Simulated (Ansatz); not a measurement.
Step by step: Sc, relaxation of cell and atoms

Level of theory: DFT, PBE, PAW with Ansatz's default frozen-core files, scalar-relativistic in Ansatz 0.2.0.

Command: `ansatz run input.yaml --threads 1 --pin off --max-ram 2048MiB --backend cpu --events-out ev --progress --plain --runs-dir out` The run took 26 s on 1 thread of Arm Neoverse V1, with other jobs on the host, peak memory 0.37 GiB.

```yaml
crystal:
  lattice:
    - [3.0842924831, 0.0, 0.0]
    - [-1.5421462416, 2.6710756431, 0.0]
    - [0.0, 0.0, 4.9965538226]
  atoms:
    - { symbol: Sc, position: [0.3333333333, 0.6666666667, 0.25] }
    - { symbol: Sc, position: [0.6666666667, 0.3333333333, 0.75] }
kpoints:
  mp_grid: { grid: [15, 15, 8] }
scf:
  occupations: { method: fermi_dirac, width: 0.05 }
hamiltonian:
  xc: pbe
  pseudopotentials: { kind: paw }
output:
  forces: true
  stress: true
relax:
  f_tol: 0.005
  max_steps: 80
  cell: {}
```

The cell is built from the hcp type as a first guess.

The cutoff is 420 eV; energies and pressures of the walk include the program's estimate of the Pulay term.

Each frame lists the cell vectors (Å), then Cartesian positions (Å); symmetry keeps all forces zero. Free energies count from the first step, -4271.3232 eV.

The walk took 6 evaluations in all; steps that aren't listed are left out.

Step 1: E = 0.0 meV, P = 13.21 GPa

```
cell 3.0843 0.0000 0.0000 -1.5421 2.6711 0.0000 0.0000 0.0000 4.9966
Sc    0.0000    1.7807    1.2491
Sc    1.5421    0.8904    3.7474
```

Step 2: E = -281.0 meV, P = 3.25 GPa

```
cell 3.2353 0.0000 0.0000 -1.6177 2.8019 0.0000 0.0000 0.0000 5.1545
Sc    0.0000    1.8679    1.2886
Sc    1.6177    0.9340    3.8659
```

Step 3: E = -309.4 meV, P = 0.51 GPa

```
cell 3.3010 0.0000 0.0000 -1.6505 2.8588 0.0000 0.0000 0.0000 5.1786
Sc    0.0000    1.9058    1.2946
Sc    1.6505    0.9529    3.8839
```

Step 4: E = -310.5 meV, P = 0.01 GPa

```
cell 3.3173 0.0000 0.0000 -1.6587 2.8729 0.0000 0.0000 0.0000 5.1723
Sc    0.0000    1.9153    1.2931
Sc    1.6587    0.9576    3.8792
```

Question: How does the relaxation end?

Answer: It converges, with a = 3.319 Å, b = 3.319 Å, c = 5.168 Å, α = 90.00°, β = 90.00°, γ = 120.00° (conventional cell, space group P6_3/mmc). The last solve (on a basis chosen afresh for the final cell, so its energy is not quite comparable) gives E = -311.4 meV, P = -0.02 GPa:
```
cell 3.3194 0.0000 0.0000 -1.6597 2.8747 0.0000 0.0000 0.0000 5.1679
Sc    0.0000    1.9164    1.2920
Sc    1.6597    0.9582    3.8759
```
